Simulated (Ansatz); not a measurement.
# Data sheet: Si (DFT)

Si:
```cif
data_Si8
_chemical_formula_sum 'Si8'
_space_group_name_H-M_alt 'P 1'
_space_group_IT_number 1
_cell_length_a 8.35536
_cell_length_b 8.35536
_cell_length_c 8.35536
_cell_angle_alpha 60.000
_cell_angle_beta 60.000
_cell_angle_gamma 60.000
loop_
_space_group_symop_operation_xyz
  'x, y, z'
loop_
_atom_site_label
_atom_site_type_symbol
_atom_site_fract_x
_atom_site_fract_y
_atom_site_fract_z
_atom_site_occupancy
Si1 Si 0.57033 0.28902 0.57033 1
Si2 Si 0.96098 0.67967 0.67967 1
Si3 Si 0.57033 0.57033 0.28902 1
Si4 Si 0.67967 0.96098 0.67967 1
Si5 Si 0.57033 0.57033 0.57033 1
Si6 Si 0.67967 0.67967 0.67967 1
Si7 Si 0.28902 0.57033 0.57033 1
Si8 Si 0.67967 0.67967 0.96098 1
```

Space group Fd-3m (No. 227); conventional cell a = 11.8163 Å, b = 11.8163 Å, c = 11.8163 Å, α = 90.00°, β = 90.00°, γ = 90.00°.

Method: PBEsol in the plane-wave PAW code Ansatz. Geometry: relaxed at this level of theory. Other levels are named where they apply.

**Cell and energy**

* **Volume per atom**: 51.56 Å³
* **Density**: 0.90 g/cm³

**Electronic structure**

- Electronic character: no gap, with almost no states at the Fermi level (zero-gap or semimetallic)
- Density of states at the Fermi level: 0.01 states/eV per atom (mean over ±0.08 eV)
- HSE06 gap on the PBEsol cell: 0.36 eV (a hybrid on a coarse mesh can open a false gap in a semimetal)

**Mechanics**

Bulk modulus (Birch–Murnaghan fit): 27.7 GPa
Pressure derivative B′: 4.7
Elastic constants (relaxed ions, GPa): C11 = 22.4, C12 = 30.2, C44 = 3.4
Mechanical stability: unstable (C has a negative eigenvalue)

The start of the workflow was typed in or built on a structure type. Its sites differ from those of the usual phase in this space group: another stacking or structure type. The cell was relaxed with PBEsol under the symmetry of its start. The volume moved by 42 % from the start of the relaxation. As this level gives no gap, shear constants depend on the k-mesh and smearing (Fermi–Dirac, 0.1 eV here).

Potentials: the later of the program's two PAW sets.
